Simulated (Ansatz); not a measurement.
**LiCu (rocksalt type) under strong compression**

```
Li Cu
1.0
     0.00000    2.45837    2.45837
     2.45837    0.00000    2.45837
     2.45837    2.45837    0.00000
Li Cu
1 1
Direct
  0.00000 0.00000 0.00000
  0.50000 0.50000 0.50000
```

The cell comes from a relaxation on PAW files under the same functional, begun from a prototype that needn't be the stable phase.

Its volume is scaled at fixed shape and fractional positions.

All numbers are PBE results (scalar-relativistic) from Ansatz 0.2.0, with a Γ-centred 14×14×14 k mesh, Fermi–Dirac smearing of 0.05 eV, no spin polarisation. Methods: LAPW: all electrons, basis error target 0.5 meV/atom; PAW: frozen-core files, cutoff 420 eV.

Energies are extrapolated to zero smearing and count from the unscaled cell; pressure is positive in compression; gaps take the mesh and a band path. No temperature or zero-point motion is included.

| V/V0 | V (Å³/atom) | P LAPW (GPa) | ΔE LAPW (eV/atom) | P PAW − LAPW (GPa) | ΔE PAW − LAPW (meV/atom) |
| --- | --- | --- | --- | --- | --- |
| 1.00 | 14.86 | 0.00 | 0.000 | 0.01 | 0.0 |
| 0.80 | 11.89 | ? | 0.084 | 0.03 | 0.3 |
| 0.60 | 8.91 | ? | 0.565 | 0.04 | 1.1 |

Q: What belongs in the row "0.80", column "P LAPW (GPa)"?

A: 11.13.

Q: What belongs in the row "0.60", column "P LAPW (GPa)"?

A: 48.7.

Q: From the table, what is the rise of the enthalpy H = E + pV up to the last row, and how stiff is the crystal between the last two rows?

A: ΔH = 0.565 eV + (48.7 GPa × 8.91 Å³ + 0.00 GPa × 14.86 Å³) × 0.006242 eV/(GPa·Å³) = 3.27 eV/atom, of which pV makes 83 %. The mean bulk modulus there is −ΔP/Δln V = 131 GPa.

Q: How do the Löwdin populations by LAPW change from the unscaled cell to the last row?

A: Li 2s 0.69 → 0.78, Cu 4s 1.19 → 1.11, Cu 3d 9.91 → 9.88 electrons an atom. These are projections on the shells that the free atoms fill; 0.24 e a cell lies outside them at the start and 0.30 e at the end.
